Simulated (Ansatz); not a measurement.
PbTe (rock salt)

```
CELL_PARAMETERS angstrom
      0.00000     3.28470     3.28470
      3.28470     0.00000     3.28470
      3.28470     3.28470     0.00000
ATOMIC_POSITIONS crystal
  Te 0.00000 0.00000 0.00000
  Pb 0.50000 0.50000 0.50000
```

In this cell atom 2 (Pb, nearest neighbour Te at 3.285 Å; its periodic images, 4.6 Å or more away, move with it) is moved by s along Cartesian [111], unit vector (0.577, 0.577, 0.577); all other atoms and the cell stay fixed.

Method: PBE (plane waves to 420 eV, PAW, scalar-relativistic; Ansatz, a program for electronic structure). k mesh 7×7×7 (Γ-centred), Fermi-Dirac smearing 0.05 eV. E stands for the smeared free energy. PbTe was relaxed with its symmetry unable to fall. Spin-orbit coupling is left out, though Pb and Te are heavy. The PAW data are Ansatz's earlier set. ΔE is measured from the undisplaced structure.

Successive frames, forces in eV/Å:

| frame | ΔE (meV/cell) | F on Te1 | F on Pb2 |
|---|---|---|---|
| s = 0.000 Å | 0 | (0.000, 0.000, 0.000) | (0.000, 0.000, 0.000) |
| s = -0.198 Å | 6 | (-0.054, -0.054, -0.054) | (0.054, 0.054, 0.054) |
| s = -0.396 Å | 57 | (-0.274, -0.274, -0.274) | (0.274, 0.274, 0.274) |

Q: What are the energy and the forces in the next frame, s = -0.594 Å?

A: ΔE (meV/cell) = 209.

```tsv
atom	Fx	Fy	Fz
Te1	-0.627	-0.627	-0.627
Pb2	0.627	0.627	0.627
```

(For displaced atoms, the force is minus the slope of the energy, and its curvature is a force constant, which sets phonon frequencies.)
